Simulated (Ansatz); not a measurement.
## Zn: a two-dimensional sheet

The cell was found from a structure generator's guess, not taken from experiment.

These are results of DFT PBE, scalar-relativistic, plane waves, PAW in Ansatz 0.2.0, not measurements. Cutoff 420 eV; k points 24×24×1 on the computed 2-atom cell (Γ-centred); Gaussian smearing, width 0.10 eV; no spin polarisation.

Only a and b repeat, and vacuum parts the sheet from its images along c.

```
CELL_PARAMETERS angstrom
2.55747 0.00000 0.00000
-1.27874 2.21483 0.00000
0.00000 0.00000 29.90647
ATOMIC_POSITIONS crystal
Zn 0.00000 0.00000 0.33372
Zn 0.00000 0.00000 0.23472
```

Energies count from the standard state of Zn at the same level.

```json
{
  "Layer group": "p6/mmm (No. 80)",
  "In-plane cell": "a = 2.557 Å, b = 2.557 Å, γ = 120.0°",
  "Area per atom": "2.83 Å²",
  "Thickness between the outermost nuclei": "2.96 Å",
  "Energy over the standard state": "+0.18 eV/atom",
  "Band gap over mesh and path": "none (metal or semimetal)",
  "Density of states at the Fermi level": "0.6 states/eV per cell",
  "Bader charges (e)": "Zn1 0.00, Zn2 0.00"
}
```

Levels along Γ–M–K–Γ, in eV from the Fermi level, sorted by energy at each point. Points in fractions of the primitive reciprocal vectors: Γ (0.000 0.000 0.000), M (0.500 0.000 0.000), K (0.333 0.333 0.000).
| point | k (1/Å, with 2π) | band 9 | band 10 | band 11 | band 12 | band 13 | band 14 | band 15 |
| --- | --- | --- | --- | --- | --- | --- | --- | --- |
| Γ | 0.000 | -6.96 | -6.91 | -6.91 | -6.16 | -2.13 | 1.45 | 3.67 |
| - | 0.203 | -6.97 | -6.96 | -6.92 | -6.08 | -1.92 | 1.62 | 3.83 |
| - | 0.405 | -7.09 | -6.99 | -6.94 | -5.83 | -1.34 | 2.12 | 4.29 |
| - | 0.608 | -7.02 | -6.97 | -6.96 | -5.33 | -0.42 | 2.93 | 5.07 |
| - | 0.810 | -6.96 | -6.96 | -6.09 | -4.44 | 0.77 | 4.02 | 6.12 |
| - | 1.013 | -6.77 | -6.76 | -4.66 | -3.11 | 2.17 | 4.85 | 5.18 |
| - | 1.216 | -6.63 | -6.63 | -2.90 | -1.45 | 2.00 | 3.71 | 3.98 |
| M | 1.418 | -6.58 | -6.58 | -1.47 | -0.20 | 0.33 | 2.19 | 4.99 |
| - | 1.535 | -6.62 | -6.61 | -1.38 | -0.11 | 0.37 | 2.22 | 5.05 |
| - | 1.652 | -6.72 | -6.70 | -1.12 | 0.14 | 0.47 | 2.33 | 5.22 |
| - | 1.769 | -6.87 | -6.84 | -0.71 | 0.55 | 0.66 | 2.51 | 5.49 |
| - | 1.886 | -6.99 | -6.94 | -0.17 | 0.93 | 1.09 | 2.77 | 5.81 |
| - | 2.003 | -7.16 | -6.95 | 0.48 | 1.29 | 1.75 | 3.11 | 5.28 |
| - | 2.120 | -7.25 | -6.97 | 1.23 | 1.74 | 2.50 | 3.48 | 3.72 |
| K | 2.237 | -7.25 | -6.97 | 2.06 | 2.06 | 2.43 | 3.36 | 3.36 |
| - | 2.471 | -7.18 | -6.92 | -0.66 | 0.80 | 3.76 | 3.98 | 5.32 |
| - | 2.705 | -7.09 | -6.83 | -3.09 | -1.61 | 3.48 | 5.99 | 6.22 |
| - | 2.939 | -7.07 | -6.85 | -5.08 | -3.56 | 1.66 | 4.86 | 6.92 |
| - | 3.173 | -7.03 | -7.00 | -6.49 | -4.94 | 0.11 | 3.41 | 5.53 |
| - | 3.407 | -7.10 | -7.00 | -6.95 | -5.71 | -1.08 | 2.34 | 4.50 |
| - | 3.641 | -6.97 | -6.97 | -6.92 | -6.05 | -1.86 | 1.67 | 3.88 |
| Γ | 3.875 | -6.96 | -6.91 | -6.91 | -6.16 | -2.13 | 1.45 | 3.67 |

The last run used a 24×24×1 mesh for its 2-atom cell and Gaussian smearing of 0.10 eV.
